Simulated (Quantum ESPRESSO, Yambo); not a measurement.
## Levels of theory for the gap of Cs$_{2}$PtH$_{6}$

Cs2PtH6 (space group Fm-3m, No. 225): one geometry, one set of PBEsol (pw.x of Quantum ESPRESSO, ONCV potentials, no spin-orbit coupling) orbitals, self-energies from Yambo (2×2×2 Γ-centred k mesh, bands 5 to 322 and a 8 Ry block in the screening, 322 bands in G with the Bruneval-Gonze terminator, plasmon pole fitted at 27.2 eV).

The geometry is that of Materials Project entry mp-643243, symmetrised and not relaxed again.

```
level                                                        gap X → X (eV)                   rough Yambo cost
-----------------------------------------------------------  --------------  ---------------------------------
PBEsol (Quantum ESPRESSO)                                              3.84                                  –
exchange only (Hartree-Fock self-energy on PBEsol orbitals)           10.50              about 1/30 (6 states)
static COHSEX@PBEsol                                                   7.23  within a factor of two (2 states)
G0W0@PBEsol, plasmon pole                                              6.06                       1 (6 states)
```

Bare exchange has no screening and gives the widest gap; static COHSEX screens it but leaves out the frequency dependence, which G0W0 restores.

Costs are rough ratios of core time on shared machines.

Nearest settings tried, and what they do to the gap: 200 bands in G: -4 meV; 139 bands in W: -77 meV; 3 Ry block (137 vectors against 531): -214 meV. Not varied: mesh. So the settings aren't converged at that level. The k mesh is coarse.

Without spin-orbit coupling, band edges of such heavy elements can be off by tenths of an eV.

The structure is a Materials Project entry; no match was found in the copy of COD used, and its stability was not checked.
